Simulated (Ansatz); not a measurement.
Input and output for CsCl AlRu (110), 2 layers: DFT, PBE, norm-conserving pseudopotentials, Ansatz's default files, scalar-relativistic (Ansatz 0.2.0).

The slab is cut from a bulk crystal relaxed on PAW files (its atoms may have been relaxed since), whose type needn't be the stable one.

Command: `ansatz run input.yaml --threads 1 --pin off --max-ram 3584MiB --backend cpu --events-out ev --progress --plain --runs-dir out` It took 34 s on 1 thread of Intel(R) Xeon(R) 6975P-C (Granite Rapids) (shared host), peak memory 0.95 GiB.

```yaml
crystal:
  lattice:
    - [3.0043569641, 0.0, 0.0]
    - [0.0, 4.2488023649, 0.0]
    - [0.0, 0.0, 18.1244]
  atoms:
    - { symbol: Ru, position: [0.75, 0.0, 0.4433292536] }
    - { symbol: Al, position: [0.25, 0.5, 0.440963016] }
    - { symbol: Ru, position: [0.75, 0.5, 0.5566707529] }
    - { symbol: Al, position: [0.25, 0.0, 0.5590369775] }
kpoints:
  mp_grid: { grid: [12, 9, 1] }
scf:
  occupations: { method: fermi_dirac, width: 0.1 }
hamiltonian:
  xc: pbe
  pseudopotentials: { kind: nc }
output:
  forces: true
  stress: true
  eigenvalues: true
efield:
  axis: 3
  amplitude: 0
  dipole_correction: true
```

Output:

```
Engine: ansatz 0.2.0
Pseudopotentials: kind: nc
Pseudopotential: Ru, nc, valence charge 16, recommended cutoff 1142.878222 eV (normal), Ru.nc.azcp
Pseudopotential: Al, nc, valence charge 3, recommended cutoff 544.227725 eV (normal), Al.nc.azcp
Functional definition: PBE
  parameter kappa = 0.804
  parameter beta = 0.06672455060314922
  exchange = pbe_x(kappa = kappa, mu = beta*pi^2/3)
  correlation = pbe_c(beta = beta)
Crystal: 4 atoms, lattice volume = 231.356 Å³
Basis set: ecut = 1142.878222 eV, 20321 PW (Γ), exchange–correlation on 72×96×400 points (8 copies of the dense FFT grid, shifted against one another)
Bands: 23, of which v1, the nominal top of the filled ones, is band 19 counted from 1 (18 counted from 0)
Symmetry: 4 space group operations
k-points: 35 of 108
Non-local potential: Ru, projectors of the file, l = 0: 2, l = 1: 2, l = 2: 2
Non-local potential: Al, projectors of the file, l = 0: 2, l = 1: 2, l = 2: 2
Initial density: superposition of atomic densities (neutral atoms: chi_scale 0, normalization atom)
Initial wavefunctions: pseudopotential atomic-orbital guess
Functional: x = pbe(κ = 0.804, μ = 0.2195149727645171), c = pbe(β = 0.06672455060314922)
SCF iter   1: F=—  HF=-5836.628657 eV  |F-HF|=—  |Δ(HF+E_count)|=         —  Δρ=4.32e-2  dr2=8.43e0  ethr=3.10e-3  p=-0.000 e·Å  D=-4.35e-14 V/Å  ΔV_dip=0.00 eV  dr2_dipole=8.82e-9  V_vac-E_F(+/−)=6.86/6.86 eV  ⟨swp⟩=11.1  Hψ=5784  notcnv=0
efield: sawtooth ramp at fractional position 0.9500 (placed from the atoms, in the widest stretch of the axis that holds none; the zero of the levels goes with the place), width 0.1000; the density the first Hamiltonian is built on has a dipole p = -0.000 e·Å; the dipole correction subtracts the counter field D = -4.35e-14 V/Å, which shifts the + side's vacuum level by +0.00 eV against the − side's; the planar-averaged density in the ramp window peaks in size at 1.1e-7 e/Å³
preconditioner: auto → LDOS  [metal: Δε(μ)=0.012 eV  Ē_g=4.666 eV  σ=0.100 eV  W_gap=0.03  n_scr=24 (ndim 8)  ℏωp=11.5 eV  f_vac=0.624  D(μ)=5.12/eV (n_scr^D=24)  β→1.0]
SCF iter   2: F=—  HF=-5834.596614 eV  |F-HF|=—  |Δ(HF+E_count)|=    2.03e0  Δρ=8.80e-3  dr2=9.22e-2  ethr=3.10e-3  p=0.000 e·Å  D=9.73e-5 V/Å  ΔV_dip=-0.00 eV  dr2_dipole=5.31e-7  V_vac-E_F(+/−)=4.98/4.98 eV  ⟨swp⟩=4.7  Hψ=2541  notcnv=0
SCF iter   3: F=—  HF=-5834.600980 eV  |F-HF|=—  |Δ(HF+E_count)|=   4.37e-3  Δρ=1.72e-3  dr2=7.91e-3  ethr=2.43e-4  p=0.000 e·Å  D=1.62e-5 V/Å  ΔV_dip=-0.00 eV  dr2_dipole=8.69e-9  V_vac-E_F(+/−)=4.82/4.82 eV  ⟨swp⟩=2.3  Hψ=1638  notcnv=0
SCF iter   4: F=—  HF=-5834.600623 eV  |F-HF|=—  |Δ(HF+E_count)|=   3.56e-4  Δρ=3.44e-4  dr2=2.93e-4  ethr=2.08e-5  p=0.000 e·Å  D=6.65e-6 V/Å  ΔV_dip=-0.00 eV  dr2_dipole=2.23e-9  V_vac-E_F(+/−)=4.73/4.73 eV  ⟨swp⟩=2.7  Hψ=1537  notcnv=0
SCF iter   5: F=—  HF=-5834.600620 eV  |F-HF|=—  |Δ(HF+E_count)|=   3.10e-6  Δρ=1.05e-4  dr2=2.60e-5  ethr=7.72e-7  p=0.000 e·Å  D=6.80e-7 V/Å  ΔV_dip=-0.00 eV  dr2_dipole=3.43e-12  V_vac-E_F(+/−)=4.71/4.71 eV  ⟨swp⟩=2.9  Hψ=1764  notcnv=0
SCF iter   6: F=—  HF=-5834.600573 eV  |F-HF|=—  |Δ(HF+E_count)|=   4.72e-5  Δρ=1.61e-5  dr2=8.90e-7  ethr=6.85e-8  p=0.000 e·Å  D=3.56e-7 V/Å  ΔV_dip=-0.00 eV  dr2_dipole=1.46e-11  V_vac-E_F(+/−)=4.71/4.71 eV  ⟨swp⟩=2.2  Hψ=1391  notcnv=0
SCF iter   7: F=-5834.600573 eV  HF=-5834.600573 eV  |F-HF|=1.54e-8  |Δ(HF+E_count)|=   4.25e-8  Δρ=3.81e-6  dr2=4.78e-8  ethr=2.63e-10  p=0.000 e·Å  D=6.16e-8 V/Å  ΔV_dip=-0.00 eV  dr2_dipole=7.57e-13  V_vac-E_F(+/−)=4.70/4.70 eV  ⟨swp⟩=14.1  Hψ=6234  notcnv=0
SCF 1 converged in 7 iterations: F = -5834.600573 eV  dr2 = 4.78e-8
SCF converged after 7 iterations
Free energy (F): -5834.600573 eV
Harris-Foulkes:  -5834.600573 eV  (|F-HF|=1.54e-8)
Internal energy: -5834.406977 eV  (E = F + TS)
E sigma→0 (E₀):  -5834.503775 eV
Entropy (-TS):   -0.193596 eV (-48.399 meV/atom)
Fermi energy:    0.276374 eV
Dipole field:    D = -0.000001 V/Å  (p = -0.000001 e·Å, saw-weighted, corrected)
Work function:   Φ+ = 4.7043 eV   Φ− = 4.7042 eV
Levels:          The Fermi level and band energies are counted from a zero that moves with the ramp; work functions are not
--- Per-component energies (eV) ---
  E_band       = -832.718504
  E_kinetic    = 1831.395300
  E_local      = -23633.813953  (includes V_loc(G=0)·N_el)
  E_nonlocal   = 643.755138
  E_hartree    = 10573.606179
  E_xc         = -1196.165446
  E_vxc        = -821.237566  (∫ρ·V_xc dr)
  E_efield     = 0.000000  (sawtooth field / dipole correction)
  E_vefield    = 0.000000  (∫n·V_field dr)
  E_ewald      = 5946.815804
  E_smearing   = -0.193596  (= −TS)
  E_closure    = 0.000000  (closes the sum)
  Σ components = -5834.600573   (vs F -5834.600573, Δ=0.00e0)
--- Forces (eV/Å), atoms counted from 1 ---
  atom   1  Ru     0.00000000    -0.00000000    -0.00523485
  atom   2  Al     0.00000000    -0.00000000    -0.00400592
  atom   3  Ru     0.00000000     0.00000000     0.00523500
  atom   4  Al     0.00000000     0.00000000     0.00400744
  max |Σ_I F_I| component: 1.67e-6 eV/Å
--- Stress (GPa, compression-positive) ---
       -3.226728       0.000000      -0.000000
        0.000000      -3.123620      -0.000000
       -0.000000      -0.000000       0.013149
  P = ⅓ Tr σ = -2.1124 GPa (-21.124 kbar)
--- Band table (eV; the first three rows and the last of 35) ---
  k-point 0: bands = ["-71.5272", "-71.5091", "-41.6065", "-41.5569", "-41.5361", "-41.5155", "-41.5079", "-41.4499", "-8.0504", "-5.6912", "-2.8088", "-2.7913", "-2.5827", "-0.9304", "-0.5515", "-0.5099", "-0.3923", "-0.0961", "0.0183", "0.2009", "0.3556", "0.8328", "4.5627"]
  k-point 1: bands = ["-71.5266", "-71.5096", "-41.6066", "-41.5633", "-41.5355", "-41.5161", "-41.5017", "-41.4505", "-7.9351", "-5.5884", "-3.1280", "-2.7698", "-2.3900", "-0.8933", "-0.8687", "-0.5893", "-0.4378", "-0.1999", "0.2289", "0.3836", "0.4137", "0.6007", "3.9657"]
  k-point 2: bands = ["-71.5250", "-71.5112", "-41.6067", "-41.5761", "-41.5337", "-41.5179", "-41.4895", "-41.4524", "-7.5957", "-5.3110", "-3.6503", "-2.7322", "-2.2474", "-1.3945", "-0.8510", "-0.6714", "-0.5443", "-0.4038", "0.2804", "0.2946", "0.4392", "0.8817", "3.1830"]
  k-point 34: bands = ["-71.5054", "-71.5023", "-41.7141", "-41.7093", "-41.5821", "-41.5761", "-41.4497", "-41.4422", "-5.0434", "-4.8992", "-2.5847", "-2.2428", "-1.6588", "-1.6446", "-1.4467", "-1.0658", "-0.2391", "0.2109", "0.3565", "0.6571", "1.5917", "1.8527", "3.6545"]
```

The norm-conserving files are those that the library serves for this functional.
